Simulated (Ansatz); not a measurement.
Relaxed-ion elastic tensor of Ni (fcc (Cu type), Fm-3m) in GPa (Voigt order), DFT-r²SCAN in the program Ansatz with PAW potentials; density 9.26 g/cm³, 10.52 Å³ per atom.

|  | 1 | 2 | 3 | 4 | 5 | 6 |
|---|---|---|---|---|---|---|
| 1 | 309 | 173 | 173 | 0.0 | 0.0 | 0.0 |
| 2 | 173 | 309 | 173 | 0.0 | 0.0 | 0.0 |
| 3 | 173 | 173 | 309 | 0.0 | 0.0 | 0.0 |
| 4 | 0.0 | 0.0 | 0.0 | 147 | 0.0 | 0.0 |
| 5 | 0.0 | 0.0 | 0.0 | 0.0 | 147 | 0.0 |
| 6 | 0.0 | 0.0 | 0.0 | 0.0 | 0.0 | 147 |

Task: Is the crystal mechanically stable?

Result: Yes: the smallest eigenvalue of C is 136 GPa.

Task: Work out the Voigt, Reuss and Hill averages.

Result: K_V = 218, K_R = 218, K_H = 218; G_V = 115, G_R = 100, G_H = 108 GPa.

Task: Give Young's modulus, Poisson's ratio, Pugh's ratio and the universal anisotropy index.

Result: E = 9KG/(3K + G) = 277 GPa; ν = 0.29; K/G = 2.03 (ductile by the Pugh limit of 1.75); A_U = 5G_V/G_R + K_V/K_R − 6 = 0.74.

Task: Estimate the sound speeds and the Debye temperature.

Result: v_l = √((K + 4G/3)/ρ) = 6250 m/s, v_t = √(G/ρ) = 3410 m/s, mean 3800 m/s; Θ = (h/k)(3n/4πV)^(1/3) v_m = 517 K.

Task: Give the Zener ratio and Young's modulus along [100], [110] and [111].

Result: A = 2C44/(C11 − C12) = 2.16; 1/E = S11 − 2(S11 − S12 − S44/2)Γ with Γ = 0, 1/4, 1/3 gives 185, 291, 359 GPa.

The r²SCAN relaxation kept the symmetry of its start. Magnetic state: ferromagnetic, chosen from 3 collinear starts compared on coarse meshes (ties went to the first, and starts can fall back to one state), not a proven ground state. Textbook magnetic order: ferromagnetic. Other orbital occupations within this spin state were not tried. As this level gives no gap, shear constants depend on the k-mesh and smearing (Fermi–Dirac, 0.1 eV here).

Potentials: the later of the program's two PAW sets.
